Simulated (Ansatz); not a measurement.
Data:

SiC (wurtzite)

```
CELL_PARAMETERS angstrom
      3.07530     0.00000     0.00000
     -1.53765     2.66329     0.00000
      0.00000     0.00000     5.04821
ATOMIC_POSITIONS crystal
  Si 0.66667 0.33333 0.00050
  Si 0.33333 0.66667 0.50050
  C  0.66667 0.33333 0.62470
  C  0.33333 0.66667 0.12470
```

Equation-of-state scan: isotropic scaling of the cell above, V₀ being its volume. The atoms relax within the cell's symmetry.

Calculation: r2SCAN (plane waves to 500 eV, PAW, scalar-relativistic; Ansatz, a quantum-chemistry and plane-wave program). k mesh 13×13×7 (Γ-centred), Fermi-Dirac smearing 0.05 eV. E stands for the smeared free energy. Stress and pressure are positive under compression. With the shape held, the modulus is that of even scaling; a crystal free to change shape is softer. SiC was relaxed with its symmetry unable to fall. ΔE is measured from the relaxed starting cell.

The scan covers V/V₀ from 0.940 to 1.060 in 9 points.

What is the fitted pressure derivative B₀′?

3.9.

What bulk modulus at fixed cell shape B₀ follows from a third-order Birch-Murnaghan fit?

228 GPa.

(Under strain, the slope of the energy per volume gives the stress and its curvature an elastic modulus.)
